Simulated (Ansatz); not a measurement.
An elastic tensor (GPa, Voigt order, standard axes) from r²SCAN (plane waves, PAW; program Ansatz):

```
58.3  95.4  95.4   0.0   0.0   0.0
95.4  58.3  95.4   0.0   0.0   0.0
95.4  95.4  58.3   0.0   0.0   0.0
 0.0   0.0   0.0  56.3   0.0   0.0
 0.0   0.0   0.0   0.0  56.3   0.0
 0.0   0.0   0.0   0.0   0.0  56.3
```

Q: Which compound is it?
A. CdTe, rock salt
B. Al, bcc (W type)
C. CdTe, zinc blende

A: B, Al, bcc (W type)

Space group Im-3m (bcc (W type)). The first step of the workflow began from a Materials Project structure, measured or hypothetical; the Crystallography Open Database copy checked does not list it. It is not the phase usual at ambient conditions (space group No. 225). The r²SCAN relaxation kept the symmetry of its start. At this level the phase is mechanically unstable. As this level gives no gap, shear constants depend on the k-mesh and smearing (Fermi–Dirac, 0.1 eV here).

Potentials: the earlier of the program's two PAW sets.
